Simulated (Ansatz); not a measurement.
The start is a randomly generated symmetric cell of MgAu (space group No. 69). The cell and all atomic positions are relaxed at zero pressure with PBEsol (plane waves to 420 eV, PAW, scalar-relativistic; Ansatz, a program for electronic structure). First-step values are on the input's coarse k-mesh.

Ansatz input (later rounds restart from its end on a renewed k-mesh):
Ansatz 0.2 input:
```yaml
crystal:
  lattice:
    - [0, 3.9675775, 4.2540223]
    - [2.2808247, 0, 4.2540223]
    - [2.2808247, 3.9675775, 0]
  atoms:
    - { symbol: Au, position: [0.17391584, 0.17391584, 0.82608416] }
    - { symbol: Au, position: [0.82608416, 0.82608416, 0.17391584] }
    - { symbol: Mg, position: [0.5, 0.5, 0] }
    - { symbol: Mg, position: [0, 0, 0.5] }
basis: { ecutwfc: 420, ecutrho_ratio: 4, xc_grid: 2, fft_grid_basis: typed }
kpoints: { mp_grid: { grid: [9, 9, 9] } }
hamiltonian:
  xc: pbesol
  dispersion: none
  pseudopotentials: { kind: paw }
scf: { occupations: { method: fermi_dirac, width: 0.05 } }
relax: { f_tol: 0.01, max_steps: 100, cell: { stress_tol: 0.02 } }
output: { forces: true, stress: true }
```

Q: What pressure does the first self-consistent step give?

A: +10.6 GPa (positive: the cell is compressed).

Q: Which atoms feel the largest initial force, and how large is it?

A: 0.32 eV/Å, on Au1, Au2 (atoms numbered as listed).

Q: Does the structure survive the relaxation? Give the final space group.

A: The space group goes from Fmmm (No. 69) to Pm-3m (No. 221); the end is CsCl type, with 2 atoms in the primitive cell.

Q: How much energy is released per atom?

A: 0.97 eV/atom.

Q: How does the volume change?

A: -10.1 %, from 19.25 to 17.30 Å³/atom.

Q: How do the shortest distances between atoms change?

A: The closest pairs of elements (up to four, under 3.6 Å), start → end: Mg–Mg 2.28 → 3.26 Å; Au–Au 2.62 → 3.26 Å; Au–Mg 2.72 → 2.82 Å.

Q: Is the relaxed structure metallic? Give its gap.

A: No gap (metallic).

Q: Give the final cell and atomic positions.

A: 
Space group Pm-3m (No. 221); a = b = c = 3.2584 Å, α = β = γ = 90.00°

```csv
atom,site,symmetry,x,y,z
Au,1a,m-3m,0.0000,0.0000,0.0000
Mg,1b,m-3m,0.5000,0.5000,0.5000
```

Final values are on a 14×14×14 k-mesh of the relaxed cell. No spin polarisation in the result.

The run could not lose the symmetry of its start.
